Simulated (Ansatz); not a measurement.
La3Ga (Cu3Au type, space group No. 221) under volume change, plane-wave PAW r²SCAN (Ansatz code), scaled uniformly.

```tsv
V (Å³/atom)	E − E(relaxed) (meV/atom)	P (GPa)
27.342	36.4	4.64
28.244	15.4	2.86
29.145	3.7	1.33
30.047	0.0	0.01
30.948	[?]	[?]
31.849	12.5	-2.13
32.751	[?]	[?]
```

**Question.** Complete the blanks.

**Answer.** 
- 32.751, E − E(relaxed) (meV/atom): 27.0
- 32.751, P (GPa): -2.99
- 30.948, E − E(relaxed) (meV/atom): 3.3
- 30.948, P (GPa): -1.14

**Question.** What does a third-order Birch–Murnaghan fit give for V₀, B₀ and B′?

**Answer.** V₀ = 30.05 Å³/atom, B₀ = 41.0 GPa, B′ = 3.8.

Space group Pm-3m (Cu3Au type). The workflow started from an entry of the Crystallography Open Database (COD). Whether it is the stable phase at ambient conditions was not checked. The r²SCAN relaxation kept the symmetry of its start; its stability against distortions is not shown here. The volume moved by -34 % from the start of the relaxation. The volume fell by over 15 % from the filed cell, which may lack light atoms or belong to other conditions. Spin–orbit coupling is left out wherever it is not named.

Potentials: the later of the program's two PAW sets.
